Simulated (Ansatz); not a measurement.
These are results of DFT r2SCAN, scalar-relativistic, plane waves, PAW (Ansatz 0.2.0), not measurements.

Structure of Be:

```
CELL_PARAMETERS angstrom
2.26405 0.00000 0.00000
-1.13203 1.96073 0.00000
0.00000 0.00000 3.56321
ATOMIC_POSITIONS crystal
Be 0.33333 0.66667 0.25000
Be 0.66667 0.33333 0.75000
```

Cutoff 500 eV; k points 24×24×12 on the computed 2-atom cell (Γ-centred); Gaussian smearing, width 0.10 eV; no spin polarisation.

Levels along Γ–M–K–Γ–A–L–H–A | L–M | H–K, in eV from the Fermi level, sorted by energy at each point. Points in fractions of the primitive reciprocal vectors: Γ (0.000 0.000 0.000), M (0.500 0.000 0.000), K (0.333 0.333 0.000), A (0.000 0.000 0.500), L (0.500 0.000 0.500), H (0.333 0.333 0.500).
```csv
point,"k (1/Å, with 2π)",band 1,band 2,band 3,band 4,band 5
Γ,0.000,-12.19,-4.70,1.11,17.39,17.39
-,0.229,-12.03,-4.49,1.17,16.05,16.43
-,0.458,-11.56,-3.88,1.31,13.14,14.79
-,0.687,-10.76,-2.86,1.44,10.02,13.23
-,0.916,-9.65,-1.45,1.23,7.55,11.95
-,1.145,-8.24,0.04,0.34,6.55,11.02
-,1.373,-6.60,-1.91,2.43,6.84,8.74
M,1.602,-5.35,-3.33,3.98,6.82,7.27
-,1.734,-5.28,-3.27,4.05,6.88,7.27
-,1.867,-5.09,-3.12,4.25,6.96,7.04
-,1.999,-4.76,-2.87,4.58,5.14,7.29
-,2.131,-4.32,-2.53,3.37,5.05,7.33
-,2.263,-3.75,-2.10,1.67,5.65,7.35
-,2.395,-3.11,-1.60,0.11,6.38,7.36
K,2.527,-2.67,-1.04,-1.04,7.24,7.24
-,2.792,-4.59,0.15,0.19,4.72,7.41
-,3.056,-6.89,1.13,1.99,2.70,7.83
-,3.320,-8.80,-0.38,1.59,5.72,9.01
-,3.584,-10.29,-2.25,1.57,9.11,10.96
-,3.849,-11.34,-3.61,1.37,12.68,13.39
-,4.113,-11.98,-4.42,1.18,15.90,15.91
Γ,4.378,-12.19,-4.70,1.11,17.39,17.39
-,4.503,-12.14,-4.99,1.52,17.43,17.43
-,4.629,-12.00,-5.71,2.57,17.56,17.56
-,4.755,-11.76,-6.59,4.00,17.78,17.78
-,4.881,-11.42,-7.49,5.66,17.76,18.07
-,5.007,-10.99,-8.35,7.48,15.69,18.41
-,5.133,-10.47,-9.14,9.43,13.58,18.80
A,5.259,-9.85,-9.85,11.47,11.47,19.21
-,5.488,-9.69,-9.69,11.52,11.52,18.31
-,5.717,-9.21,-9.21,11.53,11.53,15.99
-,5.946,-8.41,-8.41,10.56,10.56,14.17
-,6.175,-7.31,-7.31,7.92,7.92,14.27
-,6.404,-5.97,-5.97,5.06,5.06,13.78
-,6.633,-4.57,-4.57,2.68,2.68,13.23
L,6.861,-3.81,-3.81,1.59,1.59,13.05
-,6.994,-3.75,-3.75,1.60,1.60,12.48
-,7.126,-3.55,-3.55,1.61,1.61,11.22
-,7.258,-3.21,-3.21,1.59,1.59,9.80
-,7.390,-2.75,-2.75,1.48,1.48,8.48
-,7.522,-2.18,-2.18,1.21,1.21,7.46
-,7.654,-1.54,-1.54,0.74,0.74,6.85
H,7.787,-1.12,-1.12,0.36,0.36,6.67
-,8.051,-2.60,-2.60,1.91,1.91,7.20
-,8.315,-4.65,-4.65,4.53,4.53,8.38
-,8.579,-6.46,-6.46,7.65,7.65,9.87
-,8.844,-7.93,-7.93,10.71,10.71,11.68
-,9.108,-8.99,-8.99,11.54,11.54,15.12
-,9.372,-9.63,-9.63,11.53,11.53,18.11
A,9.637,-9.85,-9.85,11.47,11.47,19.21
L,9.637,-3.81,-3.81,1.59,1.59,13.05
-,9.762,-4.11,-3.57,1.70,1.72,12.32
-,9.889,-4.43,-3.41,1.99,2.09,11.70
-,10.014,-4.74,-3.33,2.41,2.71,11.18
-,10.140,-4.99,-3.31,2.91,3.55,10.78
-,10.266,-5.19,-3.31,3.42,4.57,9.93
-,10.392,-5.31,-3.32,3.82,5.73,8.46
M,10.518,-5.35,-3.33,3.98,6.82,7.27
H,10.518,-1.12,-1.12,0.36,0.36,6.67
-,10.644,-1.12,-1.12,-0.44,1.27,6.69
-,10.770,-1.11,-1.10,-1.10,2.30,6.76
-,10.896,-1.67,-1.09,-1.09,3.42,6.87
-,11.022,-2.11,-1.07,-1.07,4.61,7.00
-,11.148,-2.42,-1.05,-1.05,5.82,7.12
-,11.274,-2.60,-1.04,-1.04,6.88,7.21
K,11.400,-2.67,-1.04,-1.04,7.24,7.24
```

Cost: 1 run of about 1.4 core-minutes, on Arm Neoverse V1 (shared hosts).